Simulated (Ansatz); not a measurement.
A geometry of Zr away from equilibrium: step 3 of the relaxation of a relaxed Zr cell displaced along its unstable phonon at q = (0, 0, ½) of its primitive reciprocal cell (81i cm⁻¹), largest move 0.15 Å. Computed with PBEsol (plane waves to 420 eV, PAW, scalar-relativistic; Ansatz, a program for electronic structure). Γ-centred k-mesh 13×13×6 on the run's cell (coarser than for final values), Fermi–Dirac smearing 0.05 eV. The plane waves were selected for a different cell earlier on the path.

```
Zr
1.0
    2.96907     0.00000     0.00000
   -1.48453     2.60844     0.00000
    0.00000     0.00000     5.74567
Zr
2
Direct
  0.89528   0.79056   0.00000
  0.10472   0.20944   0.50000
```

Problem. Give the Cartesian forces on all atoms (eV/Å).

Solution. 
```tsv
atom	Fx	Fy	Fz
Zr1	0.00	-0.45	0.00
Zr2	0.00	0.45	0.00
```

The path ends in P6₃/mmc (No. 194) (hcp (Mg type)). No spin polarisation in the result.

The run could not lose the symmetry of its start.

Of the parent cell (P6/mmm (No. 191)): it is a generated cell of Zr: the first start was made by placing the elements on the sites of a structure type, and the end was not matched to a known phase here, so it may be hypothetical. Known forms of Zr include space group No. 194.
